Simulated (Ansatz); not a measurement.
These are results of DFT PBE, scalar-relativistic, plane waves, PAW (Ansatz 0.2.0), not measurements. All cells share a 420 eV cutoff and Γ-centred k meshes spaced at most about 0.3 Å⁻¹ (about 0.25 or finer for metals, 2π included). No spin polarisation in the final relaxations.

Each of these unrelaxed guesses is relaxed in cell and atoms within its symmetry. A guess keeps its type if space group and coordination stay and the shape of the cell changes little (axis ratios within about 15 %, angles within 6°); the volume may change.

1. Zn2SiN2

```
Zn Si N
1.0
     2.48934    1.43722    3.44940
    -2.48934    1.43722    3.44940
     0.00000   -2.87444    3.44940
Zn Si N
2 1 2
Direct
  0.24290 0.24290 0.24290
  0.75710 0.75710 0.75710
  0.00000 0.00000 0.00000
  0.56209 0.56209 0.56209
  0.43791 0.43791 0.43791
```

2. Al3B2N

```
Al B N
1.0
     2.73052   -4.16383    0.00000
     2.73052    4.16383    0.00000
     0.00000    0.00000    2.71795
Al B N
3 2 1
Direct
  0.00000 0.00000 0.00000
  0.50000 0.00000 0.50000
  0.00000 0.50000 0.50000
  0.21563 0.78437 0.00000
  0.78437 0.21563 0.00000
  0.50000 0.50000 0.00000
```

3. Sn3H

```
Sn H
1.0
     4.62716    0.00000    0.00000
     0.00000    4.62716    0.00000
     0.00000    0.00000    4.62716
Sn H
3 1
Direct
  0.00000 0.50000 0.50000
  0.50000 0.00000 0.50000
  0.50000 0.50000 0.00000
  0.00000 0.00000 0.00000
```

4. Zn2SiN2

```
Zn Si N
1.0
     4.85010    0.00000    0.00000
    -2.42505    4.20031    0.00000
     0.00000    0.00000    6.54245
Zn Si N
2 1 2
Direct
  0.33333 0.66667 0.50000
  0.66667 0.33333 0.50000
  0.00000 0.00000 0.50000
  0.00000 0.00000 0.14136
  0.00000 0.00000 0.85864
```

Task: Which keep their type?

Result: Guesses 1 and 3 keep their type.

```
guess  kept  start group  end group  V start (Å³/atom)  V end  b/a and c/a, end over start  nearest neighbours start  nearest neighbours end
    1   yes         R-3m       R-3m               14.8   14.7                   1.00, 1.00           N 1, Si 2, Zn 1         N 1, Si 2, Zn 1
    2    no         Cmmm       Cmmm               10.3   12.5                   0.68, 0.87          Al 2/4, B 5, N 4        Al 2/4, B 1, N 2
    3   yes        Pm-3m      Pm-3m               24.8   23.1                   1.00, 1.00               H 12, Sn 12             H 12, Sn 12
    4    no       P6/mmm     P6/mmm               26.7   34.2                   1.00, 1.82           N 1, Si 2, Zn 6         N 1, Si 6, Zn 6
```

Neighbours count within 15 % of an atom's shortest distance; end groups are read at 0.02 Å (0.05 Å in metals).

No dispersion correction is applied, so the spacing and binding between layers, chains or molecules are poorly described (Zn2SiN2 R-3m, Zn2SiN2 P6/mmm). A magnetic state wasn't ruled out in cells without spin, among them Sn3H Pm-3m, Zn2SiN2 P6/mmm. Cells relaxed within their symmetry can be saddle points.

In counts of neighbours, a slash parts the counts of unlike sites.
